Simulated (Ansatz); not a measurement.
# Ga vacancy in La3GaBr3, calculated

All numbers are calculated (PBEsol, no spin polarisation, no spin-orbit coupling; Ansatz, PAW set soft_2, 420 eV, k-mesh 3×3×3), not measured.

The relaxed host crystal (no gap at this level of theory):

```yaml
crystal:
  lattice:
    - [6.04389, 0.00000, 0.00000]
    - [0.00000, 6.04389, 0.00000]
    - [0.00000, 0.00000, 6.04389]
  atoms:
    - { symbol: La, position: [0.50000, 0.50000, 0.00000] }
    - { symbol: La, position: [0.00000, 0.50000, 0.50000] }
    - { symbol: La, position: [0.50000, 0.00000, 0.50000] }
    - { symbol: Ga, position: [0.50000, 0.50000, 0.50000] }
    - { symbol: Br, position: [0.50000, 0.00000, 0.00000] }
    - { symbol: Br, position: [0.00000, 0.50000, 0.00000] }
    - { symbol: Br, position: [0.00000, 0.00000, 0.50000] }
```

Supercell of 28 atoms, rows of the matrix [[-1,1,1],[1,-1,1],[1,1,-1]] times the cell vectors; Ga vacancy at (0.500, 0.500, 0.500) in fractions of the cell above. Atoms are relaxed at the host's cell, from a start shaken by 0.03 Å near the defect. The cell loses 1 of its 4 Ga, so this is a heavily defective crystal.

**Question.** How does the lattice relax around the defect?

**Answer.** Distances from the empty Ga site (Å), by shell of the perfect crystal:

```
shell  perfect crystal  relaxed, charge 0
 6 La             3.02               3.05
```

```json
{"charge": "0", "gap of the cell on the mesh (eV)": "0.00"}
```

Formation energy of the neutral defect: 2.58 eV, taking atoms from and to the elements' standard states (no corrections for gases), so it belongs to those chemical potentials alone.

Caveats: small supercell, so energies and levels can be off by tenths of an eV; one random start near the defect, so other minima are possible.
